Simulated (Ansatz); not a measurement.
**Equation of state of SrLaI₄**

A database entry relaxed whole under r2SCAN (C2/c):

```yaml
crystal:
  lattice:
    - [5.17503, -7.51166, -0.02310]
    - [5.17503, 7.51166, -0.02310]
    - [-4.25261, 0.00000, 6.20639]
  atoms:
    - { symbol: Sr, position: [0.36457, 0.63543, 0.75000] }
    - { symbol: Sr, position: [0.63543, 0.36457, 0.25000] }
    - { symbol: La, position: [0.00080, 0.99920, 0.25000] }
    - { symbol: La, position: [0.99920, 0.00080, 0.75000] }
    - { symbol: I, position: [0.36723, 0.24413, 0.73862] }
    - { symbol: I, position: [0.75587, 0.63277, 0.76138] }
    - { symbol: I, position: [0.63277, 0.75587, 0.26138] }
    - { symbol: I, position: [0.24413, 0.36723, 0.23862] }
    - { symbol: I, position: [0.94541, 0.30126, 0.58913] }
    - { symbol: I, position: [0.69874, 0.05459, 0.91087] }
    - { symbol: I, position: [0.05459, 0.69874, 0.41087] }
    - { symbol: I, position: [0.30126, 0.94541, 0.08913] }
```

The cell was scaled uniformly, its shape held, and the atoms relaxed at each volume with plane-wave PAW DFT (Ansatz 0.2.0; r2SCAN, 500 eV, 5×5×5 Γ-centred mesh, fermi-dirac occupations of width 0.100 eV; no spin, no spin-orbit coupling). One row is withheld.

```csv
volume (Å³/atom),energy over the lowest (meV/atom),pressure (GPa)
37.682,11.2,1.67
38.484,4.5,1.03
39.286,0.9,0.47
40.087,0.0,-0.04
40.889,?,?
41.691,5.0,-0.87
42.493,10.5,-1.22
```

Fit the pressures of the other rows to the third-order Birch-Murnaghan form.

With f = [(V₀/V)^(2/3) − 1]/2 and P = 3B₀f(1 + 2f)^(5/2)[1 + 3(B₀′ − 4)f/2], least squares gives V₀ = 40.03 Å³ an atom, B₀ = 23.8 GPa and B₀′ = 5.1; the rows miss the fit by less than 0.01 GPa. The slope of the energies differs from these pressures by less than 0.05 GPa.

What does the withheld row hold?

The fit gives -0.48 GPa at 40.889 Å³; the run gave -0.48 GPa and 1.5 meV an atom.

Caveats: the shape of the cell was held, so B₀ is an upper bound where the axes differ in stiffness; 0 K, fixed nuclei; the symmetry was kept, and this need not be the phase that is stable at 0 K; one mesh for all volumes; pressure is positive in compression.
